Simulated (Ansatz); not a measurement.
The relaxed structure here is a generated cell of Ge2Sb2Te5: the first start was made by a random draw of sites in a space group, and the end was not matched to a known phase here, so it may be hypothetical. Known forms of Ge2Sb2Te5 include space group No. 164.

One stationary structure of Ge2Sb2Te5. Space group R32 (No. 155). These are r2SCAN (plane waves to 500 eV, PAW, scalar-relativistic; Ansatz, a quantum-chemistry and plane-wave program) values and carry that method's errors.

```cif
data_Ge2Sb2Te5
_chemical_formula_sum 'Ge2 Sb2 Te5'
_space_group_name_H-M_alt 'P 1'
_space_group_IT_number 1
_cell_length_a 11.52443
_cell_length_b 11.52443
_cell_length_c 11.52443
_cell_angle_alpha 33.694
_cell_angle_beta 33.694
_cell_angle_gamma 33.694
loop_
_space_group_symop_operation_xyz
  'x, y, z'
loop_
_atom_site_label
_atom_site_type_symbol
_atom_site_fract_x
_atom_site_fract_y
_atom_site_fract_z
_atom_site_occupancy
Ge1 Ge 0.00000 0.00000 0.00000 1
Ge2 Ge 0.50000 0.50000 0.50000 1
Sb1 Sb 0.92506 0.92506 0.92506 1
Sb2 Sb 0.07494 0.07494 0.07494 1
Te1 Te 0.12255 0.87745 0.50000 1
Te2 Te 0.50000 0.12255 0.87745 1
Te3 Te 0.87745 0.50000 0.12255 1
Te4 Te 0.23798 0.23798 0.23798 1
Te5 Te 0.76202 0.76202 0.76202 1
```

```yaml
volume_per_atom: 46.63 Å³
density: 4.06 g/cm³
band_gap: no gap (metallic)
shortest_distances: Ge–Sb 2.44 Å; Ge–Te 2.52 Å; Te–Te 3.13 Å
k-mesh: 8×8×8
```

Band energies at high-symmetry points (eV from the Fermi level; labels of this space group; no spin-orbit coupling), from −5 eV up to 4.4 eV:

| point | energies |
|---|---|
| Γ | -4.67 -4.11 -3.54 -3.54 -1.53 -1.53 -1.24 -1.13 -1.13 -1.10 -0.67 -0.67 0.08 0.09 0.09 1.19 1.19 1.71 2.49 2.49 2.60 2.91 4.07 |
| T | -4.48 -3.52 -3.52 -3.09 -2.41 -1.74 -1.74 -1.06 -1.06 -1.02 -0.57 -0.57 -0.20 0.37 0.37 0.94 0.94 2.01 2.39 2.41 2.41 3.85 |
| H2 | -4.69 -4.59 -4.19 -3.78 -3.23 -2.59 -2.18 -2.17 -1.56 -1.50 -1.27 -1.10 -0.98 -0.56 -0.48 0.19 0.61 0.69 1.30 1.33 1.93 2.38 2.43 2.97 3.60 3.78 |
| H0 | -4.69 -4.59 -4.19 -3.78 -3.23 -2.59 -2.18 -2.17 -1.56 -1.50 -1.27 -1.10 -0.98 -0.56 -0.48 0.19 0.61 0.69 1.30 1.33 1.93 2.38 2.43 2.97 3.60 3.78 |
| L | -4.73 -4.13 -3.97 -3.92 -3.50 -3.30 -2.31 -1.84 -1.80 -1.44 -1.26 -1.12 -0.89 -0.89 -0.04 0.26 0.59 0.92 1.13 1.66 1.82 2.31 2.69 2.80 4.14 4.33 |
| S0 | -4.65 -4.65 -4.20 -3.78 -3.22 -2.57 -2.23 -2.11 -1.63 -1.31 -1.30 -1.19 -0.97 -0.66 -0.35 0.15 0.59 0.68 1.30 1.33 1.95 2.23 2.61 2.89 3.60 3.76 |
| S2 | -4.65 -4.65 -4.20 -3.78 -3.22 -2.57 -2.23 -2.11 -1.63 -1.31 -1.30 -1.19 -0.97 -0.66 -0.35 0.15 0.59 0.68 1.30 1.33 1.95 2.23 2.61 2.89 3.60 3.76 |
| F | -4.63 -4.21 -4.04 -3.77 -3.66 -2.54 -2.51 -2.16 -2.01 -1.77 -1.18 -1.07 -0.65 -0.58 -0.28 -0.03 0.71 0.84 1.27 1.71 1.87 2.39 2.42 3.14 4.20 4.36 |

No spin polarisation in the result.

The run could not lose the symmetry of its start, so the end can be a saddle point.
